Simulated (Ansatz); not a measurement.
Consider a crystal of InGa₂N₃ in space group R-3m (No. 166), with In on 3a; Ga on 6c; N on 9d.

Level of theory: DFT PBE, scalar-relativistic, plane waves, PAW in Ansatz 0.2.0. Cutoff 420 eV, Γ-centred mesh, Gaussian smearing, no spin polarisation.

Energies over the elements count from the elements' standard structures at the same level (N₂ as a molecule), with no fitted energy shifts.

Q: Predict the relaxed structure.

A:

Space group R-3m:H (No. 166). a = 5.887 Å, b = 5.887 Å, c = 9.727 Å, α = 90.00°, β = 90.00°, γ = 120.00°
| atom | site | symmetry | x | y | z |
| --- | --- | --- | --- | --- | --- |
| In | 3a | -3m | 0.0000 | 0.0000 | 0.0000 |
| Ga | 6c | 3m | 0.3333 | 0.6667 | 0.9336 |
| N | 9d | .2/m | 0.1667 | 0.3333 | 0.8333 |

Around In lie 6 N at 2.35 Å and 2 Ga at 2.60 Å; Ga has 3 N at 1.96 Å and 1 In at 2.60 Å; N has 2 Ga at 1.96 Å and 2 In at 2.35 Å. Another local minimum with the same sites may exist.

Q: Where does its energy lie, and is it a metal?

A: The energy over the elements is +0.96 eV/atom. The gap on the 12×12×12 mesh of the 6-atom cell is 0 eV (a metal). It can't be a ground state, since the elements alone are lower.

The last run used Gaussian smearing of 0.10 eV. The cell is a metal run without spin; a magnetic state may lie lower. Symmetry constrained the relaxation, so the result can be a saddle point. Another cell of InGa2N3 relaxed alike, in Cmc2_1 (a Materials Project cell), lies 1.21 eV/atom lower, so this cell isn't the stable form at this level.
